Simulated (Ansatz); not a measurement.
# Re (hcp)

Computed with Ansatz (plane waves, PAW, 420 eV cutoff): LDA, scalar-relativistic, no spin polarisation, 18×18×10 k-mesh, Gaussian smearing of 0.05 eV; PAW files: Ansatz's generated set soft_2.

```
Re
1.0
     2.73703    0.00000    0.00000
    -1.36851    2.37034    0.00000
     0.00000    0.00000    4.41735
Re
2
Direct
  0.33333 0.66667 0.75000
  0.66667 0.33333 0.25000
```

Cell and atoms are those of this level's equilibrium.

Path: Γ–M–K–Γ–A–L–H–A | L–M | H–K, with Γ = (0.000, 0.000, 0.000), M = (0.500, 0.000, 0.000), K = (0.333, 0.333, 0.000), A = (0.000, 0.000, 0.500), L = (0.500, 0.000, 0.500), H = (0.333, 0.333, 0.500) in reciprocal vectors of the calculation's cell.

**Question.** Is it a metal or an insulator, and if it has a gap, where are the band edges on this path?

**Answer.** A metal: bands cross the Fermi level.

Levels between -3 and 2 eV from the Fermi level at the path's named points:
```tsv
point	below E_F (eV)	above E_F (eV)
Γ	-1.66 -1.66 -1.65 -0.78 -0.78	0.17 0.17 0.79
M	-2.03 -1.66 -1.38 -0.59	
K	-2.18 -2.18 -0.02	
A	-2.43 -2.43 -1.79 -1.79 -1.79 -1.79	
L		0.39 0.39 1.05 1.05
H	-2.15 -2.15	0.05 0.05
```

No spin–orbit coupling, a notable omission for heavy elements.
